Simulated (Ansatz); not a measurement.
TiGe₂:
```yaml
crystal:
  lattice:
    - [0.00000, 3.08998, 3.08998]
    - [3.08998, 0.00000, 3.08998]
    - [3.08998, 3.08998, 0.00000]
  atoms:
    - { symbol: Ti, position: [0.00000, 0.00000, 0.00000] }
    - { symbol: Ge, position: [0.25000, 0.25000, 0.25000] }
    - { symbol: Ge, position: [0.75000, 0.75000, 0.75000] }
```

Relaxed with PBE. Special points in fractions of this cell's reciprocal vectors: Γ (0.000, 0.000, 0.000); X (0.500, 0.000, 0.500); U (0.625, 0.250, 0.625); K (0.375, 0.375, 0.750); L (0.500, 0.500, 0.500); W (0.500, 0.250, 0.750).

Task: List the band energies nearest the Fermi level at these points for plane-wave PAW PBE (Ansatz code).

Result: In eV from the Fermi level; about four levels below and three above (degenerate sets whole), none deeper than 8.9 eV; points with the same levels are listed once.

| k | below | above |
|---|---|---|
| Γ | -4.30 -3.00 -3.00 -3.00 | 0.30 0.30 3.40 3.40 3.40 |
| X | -2.79 -2.79 -0.07 -0.07 | 0.26 0.82 2.60 |
| U | -4.81 -2.84 -2.48 -0.52 | 0.08 0.82 1.02 |
| L | -2.26 -2.26 -0.93 -0.18 -0.18 | 0.51 0.57 0.57 |
| W | -4.30 -1.02 -1.02 -0.05 | 0.70 1.29 3.39 3.39 |

Space group Fm-3m (fluorite or antifluorite type). The cell is a constructed one: a structure type filled with these elements; neither database checked (COD, Materials Project) lists it. COD files the formula under space group No. 70, so this cell is another polymorph or a model. Whether it is the stable phase at ambient conditions was not checked. The cell keeps a stress of up to 0.2 GPa. Symmetry was held in the PBE relaxation; whether a distortion lowers the energy is not shown. The run is not spin-polarised. Scalar-relativistic: spin–orbit coupling is off unless named, which matters more the heavier the elements.

Potentials: the later of the program's two PAW sets.
